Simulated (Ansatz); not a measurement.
An element in the bcc structure gives these cold pressures by all-electron LAPW under PBE (Ansatz 0.2.0, scalar-relativistic, spin-polarised).

| V (Å³/atom) | P (GPa) |
| --- | --- |
| 11.56 | -0.10 |
| 10.98 | 14.61 |
| 9.82 | 58.5 |
| 8.67 | 133.8 |
| 7.51 | 265.6 |
| 6.36 | 506.3 |
| 5.20 | 971.9 |
| 4.62 | 1368 |

(1) Which element is it?

## Answers

(1) Cr. Its zero-pressure volume in this structure is near 11.6 Å³/atom; the volume and the steepness of P(V) together point to it, though neighbours can come close. Other candidates weren't computed, and some may come near.
